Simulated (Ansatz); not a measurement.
A geometry of TiAl$_{3}$ away from equilibrium: the start of the relaxation of a relaxed TiAl3 cell, doubled along one cell vector, shaken by Gaussian noise of σ = 0.08 Å a coordinate. The numbers are results of PBEsol (plane waves to 420 eV, PAW, scalar-relativistic; Ansatz, a quantum-chemistry and plane-wave program), not measurements. Γ-centred k-mesh 8×8×4 on the run's cell (coarser than for final values), Fermi–Dirac smearing 0.05 eV.

```xyz
8
Lattice="3.9486 0.0000 0.0000 0.0000 3.9486 0.0000 0.0000 0.0000 7.8972" Properties=species:S:1:pos:R:3:forces:R:3 pbc="T T T" free_energy=-8097.753 pressure_GPa=1.3
Ti    -0.0020    -0.0432     0.0492   -0.2306   -0.2247   -1.1171
Ti    -0.0449     0.0386     4.0160    0.4989   -0.0055   -1.1380
Al     1.9138     1.8182    -0.0495    0.2179    0.9491   -0.1163
Al     1.9966     2.0718     3.8676   -0.5175   -0.6132    0.1564
Al    -0.0973     1.9424     1.8658    0.6001    0.3241    0.8148
Al    -0.0446     1.9995     5.8729    0.2996   -0.4455    0.3933
Al     1.9775     0.0559     1.9197   -0.3989   -0.5776    0.5396
Al     1.9991    -0.0922     5.8784   -0.4696    0.5932    0.4673
```

Positions in Å, forces in eV/Å, free energy of the cell in eV (comparable only within this code, potentials and settings). Largest force: 1.24 eV/Å, on Ti2 (atoms numbered as listed); the geometry lies 0.05 eV/atom above the end of its relaxation.

No spin polarisation in the result.

The first start was generated by placing the elements on the sites of a structure type. Materials Project lists a structure of TiAl3 in the same space group, Pm-3m (No. 221); the sites were not compared with it, nor with measured phases. Known forms of TiAl3 include space group No. 139.
